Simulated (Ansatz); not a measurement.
Given:

Be2C:
```
CELL_PARAMETERS angstrom
      0.00000     2.13416     2.13416
      2.13416     0.00000     2.13416
      2.13416     2.13416     0.00000
ATOMIC_POSITIONS crystal
  Be 0.75000 0.75000 0.75000
  Be 0.25000 0.25000 0.25000
  C  0.00000 0.00000 0.00000
```

This is the LDA-relaxed structure.

Problem. All from plane-wave PAW LDA (Ansatz code), unless another level is named. Estimate the Debye temperature from the elastic constants.

Solution. 1720 K.

Problem. Next, the elastic constants (relaxed ions, GPa)?

Solution. C11 = 607, C12 = 21.4, C44 = 225.

Problem. Next, the zero-point energy?

Solution. 118.9 meV/atom.

Space group Fm-3m (fluorite or antifluorite type). The LDA relaxation kept the symmetry of its start; phonons on a q-mesh show no instability.

Potentials: the later of the program's two PAW sets.
